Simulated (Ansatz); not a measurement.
TiO2:
```cif
data_O16Ti8
_chemical_formula_sum 'Ti8 O16'
_space_group_name_H-M_alt 'P 1'
_space_group_IT_number 1
_cell_length_a 5.11905
_cell_length_b 9.16956
_cell_length_c 5.43977
_cell_angle_alpha 90.000
_cell_angle_beta 90.000
_cell_angle_gamma 90.000
loop_
_space_group_symop_operation_xyz
  'x, y, z'
loop_
_atom_site_label
_atom_site_type_symbol
_atom_site_fract_x
_atom_site_fract_y
_atom_site_fract_z
_atom_site_occupancy
Ti1 Ti 0.13797 0.37108 0.40478 1
Ti2 Ti 0.86203 0.62892 0.59522 1
Ti3 Ti 0.36203 0.62892 0.90478 1
Ti4 Ti 0.63797 0.37108 0.09522 1
Ti5 Ti 0.63797 0.12892 0.59522 1
Ti6 Ti 0.36203 0.87108 0.40478 1
Ti7 Ti 0.86203 0.87108 0.09522 1
Ti8 Ti 0.13797 0.12892 0.90478 1
O1 O 0.46470 0.26999 0.39074 1
O2 O 0.53530 0.73001 0.60926 1
O3 O 0.03530 0.73001 0.89074 1
O4 O 0.96470 0.26999 0.10926 1
O5 O 0.96470 0.23001 0.60926 1
O6 O 0.03530 0.76999 0.39074 1
O7 O 0.53530 0.76999 0.10926 1
O8 O 0.46470 0.23001 0.89074 1
O9 O 0.81578 0.01034 0.85154 1
O10 O 0.18422 0.98966 0.14846 1
O11 O 0.68422 0.98966 0.35154 1
O12 O 0.31578 0.01034 0.64846 1
O13 O 0.31578 0.48966 0.14846 1
O14 O 0.68422 0.51034 0.85154 1
O15 O 0.18422 0.51034 0.64846 1
O16 O 0.81578 0.48966 0.35154 1
```

Relaxed with PBEsol. PBEsol (plane waves, PAW; program Ansatz) gives a gap of 2.35 eV.

### Question
What gap does HSE06 give on the same cell (Ansatz, PAW)?

### Answer
3.88 eV, 1.54 eV more. The hybrid was solved on a coarser mesh and at special points; its gap is the smallest among all of these.

```
k  v1 PBEsol  c1 PBEsol  v1 HSE06  c1 HSE06
-  ---------  ---------  --------  --------
Γ       0.00       2.35      0.00      3.88
X      -0.19       2.65     -0.19      4.24
Z      -0.61       2.81         …         …
U      -0.69       2.95         …         …
Y      -0.20       2.50     -0.18      4.07
S      -0.30       2.76         …         …
T      -0.53       2.94     -0.55      4.57
R      -0.53       3.01         …         …
```

### Question
Top valence (v1) and lowest conduction level (c1) in eV from each method's valence maximum (which need not be a listed point): supply the withheld HSE06 values.

### Answer

- Z, v1 HSE06: -0.61
- Z, c1 HSE06: 4.45
- S, v1 HSE06: -0.31
- S, c1 HSE06: 4.36
- U, v1 HSE06: -0.72
- U, c1 HSE06: 4.55
- R, v1 HSE06: -0.55
- R, c1 HSE06: 4.60

Cost on shared cores: the PBEsol run (SCF on a 6×3×5 mesh, then bands and DOS) about 5 core-minutes (a rough figure), the HSE06 run (SCF on 3×2×3, then a few points) about 11 core-minutes (a rough figure); the tasks are unlike.

Space group Pbca. Symmetry was held in the PBEsol relaxation. No spin polarisation was allowed.

Potentials: the earlier of the program's two PAW sets.
